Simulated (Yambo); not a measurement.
BSE-type run in Yambo on Ga₂O₃ (corundum, space group R-3c, No. 167), at zero momentum.

Quantum ESPRESSO step (PBE, PseudoDojo standard norm-conserving files, scalar-relativistic):
```
&CONTROL
  calculation = 'nscf'
  pseudo_dir = './pseudo'
  outdir = './out'
/
&SYSTEM
  ibrav = 0
  nat = 10
  ntyp = 2
  ecutwfc = 84.0
  ecutrho = 336.0
  occupations = 'fixed'
  force_symmorphic = .true.
  nbnd = 84
/
&ELECTRONS
  conv_thr = 1e-08
  diago_full_acc = .true.
  diago_thr_init = 1e-08
/
ATOMIC_SPECIES
O 15.9990 O.upf
Ga 69.7230 Ga.upf
CELL_PARAMETERS angstrom
  2.499469584742   1.443069437582   4.481291415000
 -2.499469584742   1.443069437582   4.481291415000
 -0.000000000000  -2.886138875164   4.481291415000
ATOMIC_POSITIONS crystal
O   0.750000000000   0.447218763200   0.052781236800
O   0.250000000000   0.552781236800   0.947218763200
O   0.052781236800   0.750000000000   0.447218763200
O   0.947218763200   0.250000000000   0.552781236800
O   0.447218763200   0.052781236800   0.750000000000
O   0.552781236800   0.947218763200   0.250000000000
Ga   0.855784225700   0.855784225700   0.855784225700
Ga   0.144215774300   0.144215774300   0.144215774300
Ga   0.644215774300   0.644215774300   0.644215774300
Ga   0.355784225700   0.355784225700   0.355784225700
K_POINTS automatic
6 6 6 0 0 0
```

Yambo input:
```
rim_cut
optics
bse
bss
dipoles
em1s
RandQpts= 1000000
RandGvec= 1 Ry
FFTGvecs= 40 Ry
Chimod= "HARTREE"
BSKmod= "SEX"
BSEmod= "resonant"
BSSmod= "hs"
BSENGexx= 15 Ry
BSENGBlk= 3 Ry
% KfnQP_E
 1.492 | 1.0 | 1.0 |
%
% BSEQptR
 1 | 1 |
%
% BSEBands
 32 | 46 |
%
% BEnRange
 0.0 | 9.6 | eV
%
% BDmRange
 0.15 | 0.15 | eV
%
BEnSteps= 192
% BLongDir
 1.0 | 0.0 | 0.0 |
%
BSHayTrs= -0.02
BSSNEig= 24
WRbsWF
% BndsRnXs
 1 | 79 |
%
NGsBlkXs= 3 Ry
% LongDrXs
 1.0 | 1.0 | 1.0 |
%
```

From the report:

The dimension is k points × valence × conduction bands = 216 × 13 × 2 = 5616.
```
   [SLEPC] Approach                          : Krylov-Schur
   [SLEPC] Number of requested eigenvalues   :  24
   [SLEPC] Number of eigenvalues        [NEV]:  24
    [K] Dimension                                    :   5616
    [K] Bands                                        :   32   46
    [K] Exchange res                                 : yes
    [K] Correlation res                              : yes
    [K] W interaction is bare                        : no
    [K] RL vectors exchange                          :   653
    [K] RL vectors correlation                       :   65
    [W] Matrix size                                  :   65
    [W] Bands                                        :    1   79
    [W] Coulomb Cutoff                               : none
    [W] Hxc Kernel                                   : HARTREE
```

Bands and orbitals come from the standard potentials; the scissor and the G0W0 gaps come from a run at the same geometry on the stringent ones, which hold whole semicore shells in the valence.

Spin-orbit coupling is not included.

Geometry relaxed with PBEsol.

This is not the ordinary phase of the substance.
